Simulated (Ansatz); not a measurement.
LaCoSi in space group P4/nmm (No. 129; La on 2c, Co on 2a, Si on 2c), PBE in the plane-wave PAW code Ansatz, all energies at zero smearing, with the estimated change up to a 700 eV cutoff added, with one set of potentials and settings (totals compare only within such a set). Cell of 6 atoms (2 La, 2 Co, 2 Si): -24028.647 eV.

| element | reference phase | E (eV/atom) |
|---|---|---|
| La | P6_3/mmc, 4 atoms in the cell | -6250.3045 |
| Co | P6_3/mmc, 2 atoms in the cell, spin-polarised | -5126.1613 |
| Si | Fd-3m, 2 atoms in the cell | -635.8114 |

Formation energy per atom, worked out: (-24028.647 − 2×(-6250.3045) − 2×(-5126.1613) − 2×(-635.8114))/6 = -0.682 eV/atom (-66 kJ per mol of atoms), at 0 K, without zero-point energy or fitted corrections.

The workflow started from a Materials Project entry (that database holds measured and hypothetical structures alike); the Crystallography Open Database copy checked does not list it. Its standing as an ambient phase is unchecked. The cell was relaxed with PBE under the symmetry of its start; whether a distortion lowers the energy is not shown. Magnetic state: ferromagnetic, the only order run, not a proven ground state. The references are the lowest solids computed at this level, not always the standard phases. Scalar-relativistic: spin–orbit coupling is off unless named, which matters more the heavier the elements.

Potentials: the earlier of the program's two PAW sets.
